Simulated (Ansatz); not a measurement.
BeSi, DFT, PBE, all-electron LAPW, scalar-relativistic (Ansatz 0.2.0), run on 1 thread of AMD EPYC (Zen 3) on a shared host.

The cell was built from the L10 type and relaxed in the same program, and has space group P4/mmm; it needn't be a known or the stable phase.

Command: `ansatz run input.yaml --threads 1 --pin off --max-ram 2048MiB --backend cpu --events-out ev --progress --plain --runs-dir out`

```yaml
crystal:
  lattice:
    - [2.5556768585, 0.0, 0.0]
    - [0.0, 2.5556768585, 0.0]
    - [0.0, 0.0, 3.4196826506]
  atoms:
    - { symbol: Be, position: [0.0, 0.0, 0.0] }
    - { symbol: Si, position: [0.5, 0.5, 0.5] }
kpoints:
  mp_grid: { grid: [14, 14, 11] }
scf:
  occupations: { method: fermi_dirac, width: 0.15 }
hamiltonian:
  xc: pbe
  pseudopotentials: { kind: all_electron, lapw: { basis_error: 0.001 } }
output:
  forces: true
  stress: true
  eigenvalues: true
```

Problem. How large is the problem that the program sets up?

Solution. 216 irreducible k-points, 123 plane waves at Γ, 12 bands.

Problem. About how long does it take, and how much memory does it use?

Solution. 32 s of wall time for 6 SCF iterations, with a peak of 0.36 GiB. Times on shared machines scatter by tens of per cent.
